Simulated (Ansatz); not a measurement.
MnRh:
```
MnRh
1.0
    3.02348     0.00000     0.00000
    0.00000     3.02348     0.00000
    0.00000     0.00000     3.02348
Rh Mn
1 1
Direct
  0.50000   0.50000   0.50000
  0.00000   0.00000   0.00000
```
The run is spin-polarised; directions of the spins, atom by atom: ↑ ↑.

Relaxed with r²SCAN.

Tabulate the valence density and the electron localisation function along the shortest Rh–Mn contact (2.62 Å), r²SCAN (plane waves, PAW; program Ansatz).



```
distance from Rh (Å)  density (e/Å³)   ELF
--------------------  --------------  ----
0.26                           12.30  0.77
0.39                            9.59  0.76
0.52                            6.67  0.72
0.65                            4.09  0.64
0.79                            2.16  0.51
0.92                            1.05  0.38
1.05                            0.61  0.28
1.18                            0.42  0.27
1.31                            0.34  0.27
1.44                            0.32  0.22
1.57                            0.36  0.16
1.70                            0.56  0.17
1.83                            1.14  0.28
1.96                            2.71  0.46
2.09                            6.13  0.63
2.23                           11.92  0.76
2.36                           19.33  0.85
```

The density is the valence pseudo-density with augmentation charge, so density and ELF within about 1 Å of a nucleus are not all-electron values.

Space group Pm-3m (CsCl type). The workflow started from an entry of the Crystallography Open Database (COD), which files this formula under 2 space groups. Whether it is the stable phase at ambient conditions was not checked. The r²SCAN relaxation kept the symmetry of its start; whether a distortion lowers the energy is not shown. Magnetic state: ferromagnetic, chosen from 4 collinear starts compared on coarse meshes (ties went to the first, and starts can fall back to one state), not a proven ground state. Other orbital occupations within this spin state were not tried.

Potentials: the later of the program's two PAW sets.
